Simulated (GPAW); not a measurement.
**LiY3: changing the Hubbard U on Y d**

```
CELL_PARAMETERS angstrom
-2.36719 2.36719 5.32664
2.36719 -2.36719 5.32664
2.36719 2.36719 -5.32664
ATOMIC_POSITIONS crystal
Y 0.50000 0.50000 0.00000
Y 0.25000 0.75000 0.50000
Y 0.75000 0.25000 0.50000
Li 0.00000 0.00000 0.00000
```

The cell comes from a database or a generator and needn't be the stable form of this composition.

Kept alike: task single point; functional PBE; k mesh 6 × 6 × 6; occupations fermi-dirac, width 0.05 eV; no spin polarisation. Program: GPAW, GPAW PAW data sets (gpaw-data 1.2.1), cutoff 800 eV. The mesh is that of the run's cell of 4 atoms. No spin-orbit coupling.

```csv
"Hubbard U on Y d, U (eV)",pressure (GPa)
2,3.28
3,?
4,6.97
5,8.75
```

Pressure is positive in compression; the values hold the error of the finite cutoff, so their zero can differ a little from the energy's minimum. U acts here on a shell without spin polarisation. For a metal such a mesh leaves the last digits unconverged. How U acts hangs on the program's projectors.

Task: Fit the rows shown and predict the run at 3 eV.

Result: A least-squares line through the rows shown is pressure = 1.8264 U - 0.364 (largest miss 0.028); at U = 3 it gives 5.12 GPa. The run gave: pressure 5.07 GPa.
